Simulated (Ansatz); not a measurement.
Simulated powder pattern, Cu Kα, λ = 1.54184 Å (kinematic, ideal powder, no thermal factors, no anomalous dispersion; the 30 strongest lines at most, above 1 %, up to 2θ = 90°):

| 2θ (°) | d (Å) | I/Imax (%) |
|---|---|---|
| 30.52 | 2.929 | 100 |
| 31.75 | 2.818 | 90 |
| 43.70 | 2.071 | 37 |
| 44.62 | 2.031 | 70 |
| 55.02 | 1.669 | 18 |
| 61.92 | 1.498 | 26 |
| 63.52 | 1.465 | 12 |
| 64.23 | 1.450 | 23 |
| 72.10 | 1.310 | 16 |
| 72.77 | 1.300 | 16 |
| 78.84 | 1.214 | 25 |
| 88.90 | 1.101 | 14 |

The pattern belongs to a structure relaxed with plane-wave PAW r²SCAN (Ansatz code).

Question: Pick the material that matches.
(A) Rb, bcc (W type)
(B) Yb, fcc (Cu type)
(C) Sn, β-Sn type
(D) Fe, bcc (W type)

Answer: C, Sn, β-Sn type

Question: Give the lattice parameters.

Answer: a = 5.858 Å, c = 3.215 Å.

Space group I4_1/amd (β-Sn type). The r²SCAN relaxation kept the symmetry of its start; of distortions, only those at the zone centre were tested. Axis ratios of metals converge slowly with the k-mesh, so a and c are less sure than the volume. Spin–orbit coupling is left out wherever it is not named.

Potentials: the later of the program's two PAW sets.
